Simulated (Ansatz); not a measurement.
## YAl2Ge2, first-principles data

YAl₂Ge₂:
Space group P-3m1 (No. 164); a = b = 4.240 Å, c = 6.648 Å, α = β = 90.00°, γ = 120.00°

| atom | site | symmetry | x | y | z |
|---|---|---|---|---|---|
| Y | 1a | -3m. | 0.0000 | 0.0000 | 0.0000 |
| Ge | 2d | 3m. | 0.3333 | 0.6667 | 0.2603 |
| Al | 2d | 3m. | 0.6667 | 0.3333 | 0.3566 |

Space group P-3m1 (No. 164); conventional cell a = b = 4.2397 Å, c = 6.6480 Å, α = β = 90.00°, γ = 120.00°.

Method: r²SCAN in the plane-wave PAW code Ansatz. Geometry: relaxed at this level of theory. Other levels are named where they apply.

Cell and energy:

```json
{
 "volume_per_atom": "20.70 Å³",
 "density": "4.62 g/cm³",
 "Formation energy from the elements (no fitted shifts)": "-0.50 eV/atom"
}
```

Electronic structure:

```json
{
 "electronic_character": "metallic (no gap)",
 "Density of states at the Fermi level": "0.30 states/eV per atom (mean over ±0.08 eV)",
 "Gap with spin–orbit coupling": "none (metallic)"
}
```

Mechanics:

```json
{
 "Bulk modulus (Birch–Murnaghan fit)": "784 kbar",
 "Pressure derivative B′": "4.3"
}
```

Charges:

```json
{
 "bader_charges": "Y +1.65, Ge -2.54, Al +1.72 e"
}
```

The workflow started from an entry of the Crystallography Open Database (COD). Whether it is the stable phase at ambient conditions was not checked. Symmetry was held in the r²SCAN relaxation; whether a distortion lowers the energy is not shown. The run is not spin-polarised. The references are the lowest solids computed at this level, not always the standard phases. Scalar-relativistic: spin–orbit coupling is off unless named, which matters more the heavier the elements.

Potentials: the later of the program's two PAW sets.
